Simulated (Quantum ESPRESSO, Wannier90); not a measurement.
# ZrPbO₃ (Amm2): Wannier90 run

```
begin unit_cell_cart
ang
    4.1763600000    0.0000000000    0.0000000000
    0.0000000000    2.9806950000    3.0669850000
    0.0000000000   -2.9806950000    3.0669850000
end unit_cell_cart
begin atoms_frac
Zr   0.5000000000 -0.4931200000 -0.4931200000
Pb   0.0000000000 -0.0549800000 -0.0549800000
O    0.5000000000  0.0320300000 -0.4368500000
O    0.5000000000 -0.4368500000  0.0320300000
O    0.0000000000 -0.4400900000 -0.4400900000
end atoms_frac
```

Structure: Materials Project mp-20337, symmetrised, not relaxed again. COD (Crystallography Open Database) has the formula in 2 space groups, this one among them (matched by group alone). Level: PBEsol, no spin polarisation, no spin-orbit coupling; pw.x of Quantum ESPRESSO at 68 Ry with PseudoDojo potentials, 8×8×8 k-points, Wannier90. Density: 8×8×8 mesh, cold smearing 0.01 Ry. Spin-orbit coupling is left out although heavy elements are present.

Bands 5-12 form an isolated set from -17.04 to -14.67 eV relative to the valence-band maximum (on the path) and are turned into 8 Wannier functions by minimising the spread from the start: atomic waves O 2s, Pb 5d.

Centres (Cartesian, Å; one of the equivalent choices) and spreads:

| n | x | y | z | spread (Å²) | nearest atom |
|---|---|---|---|---|---|
| 1 | 0.000 | 0.000 | -0.351 | 0.595 | Pb2 |
| 2 | 0.000 | 0.000 | -0.345 | 0.586 | Pb2 |
| 3 | 0.000 | 0.000 | -0.343 | 0.578 | Pb2 |
| 4 | 0.000 | 0.000 | -0.339 | 0.578 | Pb2 |
| 5 | 0.000 | 0.000 | -0.340 | 0.585 | Pb2 |
| 6 | 2.088 | 1.424 | -1.209 | 0.753 | O3 |
| 7 | 2.088 | -1.424 | -1.209 | 0.753 | O4 |
| 8 | 0.000 | 0.000 | -2.681 | 0.785 | O5 |

Ω_I = 5.20 Å², Ω_total = 5.21 Å²; the interpolated bands follow pw.x to 0.0 meV rms on the path. Only this start was tried; a symmetric start can stop on a saddle, and mixtures of these functions could lower the total by at most Ω_total − Ω_I.
